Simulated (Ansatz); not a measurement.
Ag:
```yaml
crystal:
  lattice:
    - [5.22647, 0.00000, 0.00000]
    - [0.00000, 5.22647, 0.00000]
    - [0.00000, 0.00000, 5.22647]
  atoms:
    - { symbol: Ag, position: [0.00000, 0.00000, 0.00000] }
    - { symbol: Ag, position: [0.50000, 0.50000, 0.50000] }
    - { symbol: Ag, position: [0.25000, 0.00000, 0.50000] }
    - { symbol: Ag, position: [0.75000, 0.00000, 0.50000] }
    - { symbol: Ag, position: [0.50000, 0.25000, 0.00000] }
    - { symbol: Ag, position: [0.50000, 0.75000, 0.00000] }
    - { symbol: Ag, position: [0.00000, 0.50000, 0.25000] }
    - { symbol: Ag, position: [0.00000, 0.50000, 0.75000] }
```

Relaxed with r²SCAN.

Problem. Which orbitals make up the states near the Fermi level in plane-wave PAW r²SCAN (Ansatz code)?

Solution. Within 0.5 eV of the Fermi level: Ag 5s 60 %, Ag 4d 15 %, outside the projected shells 25 %. Projections are on Löwdin-orthogonalised atomic valence shells; empty p or d shells of many metals are not among them.

Problem. Tabulate the density of states.

Solution. States/eV per cell of 8 atoms, in 0.25 eV bins, energy from the Fermi level.

```csv
E (eV),total,Ag 4d,Ag 5s,Ag 4p
-7.85,0.00,0.00,0.00,0.00
-7.60,0.21,0.01,0.19,0.00
-7.35,0.49,0.03,0.45,0.00
-7.10,0.77,0.09,0.66,0.00
-6.85,2.78,1.59,1.15,0.01
-6.60,6.78,5.16,1.56,0.01
-6.35,13.40,11.21,2.12,0.02
-6.10,26.43,23.73,2.59,0.04
-5.85,25.26,23.06,2.08,0.04
-5.60,24.58,23.38,1.06,0.03
-5.35,21.85,21.09,0.64,0.02
-5.10,23.57,22.42,0.98,0.03
-4.85,19.42,18.14,1.08,0.03
-4.60,20.52,19.23,1.06,0.03
-4.35,26.70,25.79,0.70,0.02
-4.10,29.27,28.47,0.65,0.02
-3.85,25.41,24.77,0.54,0.01
-3.60,33.10,32.62,0.42,0.01
-3.35,20.85,20.31,0.50,0.01
-3.10,7.67,6.90,0.72,0.01
-2.85,3.38,2.59,0.76,0.01
-2.60,1.52,0.78,0.70,0.01
-2.35,1.60,0.70,0.85,0.01
-2.10,1.63,0.63,0.93,0.01
-1.85,1.77,0.60,1.07,0.01
-1.60,1.78,0.54,1.12,0.01
-1.35,1.77,0.48,1.14,0.01
-1.10,1.72,0.42,1.12,0.01
-0.85,1.79,0.39,1.17,0.01
-0.60,1.92,0.38,1.24,0.01
-0.35,2.00,0.35,1.26,0.01
-0.10,2.11,0.33,1.29,0.01
0.15,2.12,0.29,1.23,0.00
0.40,2.07,0.25,1.15,0.00
0.65,2.00,0.20,1.06,0.00
0.90,2.08,0.18,1.03,0.00
1.15,3.27,0.27,1.53,0.00
1.40,2.64,0.19,1.06,0.00
1.65,2.44,0.16,0.85,0.00
1.90,1.62,0.10,0.54,0.00
2.15,0.96,0.05,0.35,0.00
2.40,0.84,0.04,0.32,0.00
2.65,1.06,0.05,0.35,0.00
2.90,2.23,0.11,0.88,0.00
3.15,4.11,0.22,1.88,0.00
3.40,2.84,0.12,1.01,0.00
3.65,1.62,0.07,0.52,0.00
3.90,0.81,0.04,0.33,0.00
4.15,1.40,0.06,0.57,0.00
4.40,1.49,0.05,0.53,0.00
4.65,2.17,0.07,0.80,0.00
```

Space group Pm-3n (A15 (β-W type)). The start of the workflow was typed in or built on a structure type; neither database checked (COD, Materials Project) lists it. It is not the phase usual at ambient conditions (space group No. 225). Symmetry was held in the r²SCAN relaxation. At this level the phase is mechanically unstable. No spin polarisation was allowed. Spin–orbit coupling is left out wherever it is not named.

Potentials: the earlier of the program's two PAW sets.
